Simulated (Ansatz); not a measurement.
Question: Name crystals whose computed values (r²SCAN in the plane-wave PAW code Ansatz) fall in these windows: G_Hill (GPa) 23 to 30; Θ_D (K) 190 to 250.

Answer: 

| crystal | G_Hill (GPa) | Θ_D (K) |
|---|---|---|
| Sb, simple cubic | 27.2 | 214 |
| Ag, fcc (Cu type) | 27.6 | 212 |
| PbS, NiAs type | 27.4 | 214 |
| Sn, diamond | 24.8 | 213 |
| Nb, bcc (W type) | 23.7 | 215 |
Others may fit too.

Typed or built starts, not in the databases checked: PbS, NiAs type. Not the usual ambient phase: Sb, simple cubic; PbS, NiAs type; Sn, diamond. All cells were relaxed under the symmetry of their starts (and spin orders); stability against distortions was not tested throughout. Rows with no word on spin ran without spin polarisation. Spin–orbit coupling is left out wherever it is not named.

Potentials: the earlier of the program's two PAW sets.
